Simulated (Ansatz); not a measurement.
The start is a randomly generated symmetric cell of TaSi2 (space group No. 191). Cell shape, volume and atoms are optimised at zero target pressure with PBEsol (plane waves to 420 eV, PAW, scalar-relativistic; Ansatz, a first-principles code). The first steps use a coarse 5×5×5 k-mesh.

The start:
```
CELL_PARAMETERS angstrom
      6.24412     0.00000     0.00000
     -3.12206     5.40756     0.00000
      0.00000     0.00000     4.68165
ATOMIC_POSITIONS crystal
  Si 0.00000 0.00000 0.00000
  Si 0.33333 0.66667 0.00000
  Si 0.66667 0.33333 0.00000
  Si 0.50000 0.00000 0.00000
  Si 0.00000 0.50000 0.00000
  Si 0.50000 0.50000 0.00000
  Ta 0.50000 0.00000 0.50000
  Ta 0.00000 0.50000 0.50000
  Ta 0.50000 0.50000 0.50000
```

**Question.** What pressure does the first self-consistent step give?

**Answer.** +50 GPa (positive: the cell is compressed).

**Question.** By how much does the energy per atom fall from start to end?

**Answer.** 0.99 eV/atom.

**Question.** How does the volume per atom move from start to end?

**Answer.** +39.4 %, from 17.56 to 24.48 Å³/atom.

**Question.** How do the shortest distances between atoms change?

**Answer.** The closest pairs of elements (up to four, under 3.6 Å), start → end: Si–Si 1.80 → 2.10 Å; Si–Ta 2.34 → 2.41 Å; Ta–Ta 3.12 → 3.64 Å.

**Question.** Is the relaxed structure metallic? Give its gap.

**Answer.** No gap (metallic).

The space group stays P6/mmm (No. 191) (the run could not lower it), with 9 atoms in the primitive cell. Final values are on a 8×8×10 k-mesh of the relaxed cell. No spin polarisation in the result. The relaxed primitive cell holds an odd number of electrons. A magnetic state may lie lower.

The run could not lose the symmetry of its start, so the end can be a saddle point.

All atoms sit on sites fixed by symmetry, so only the cell could relax.

The relaxed structure here is a generated cell of TaSi2: the first start was made by a random draw of sites in a space group, and the end was not matched to a known phase here, so it may be hypothetical. Known forms of TaSi2 include space group No. 181.
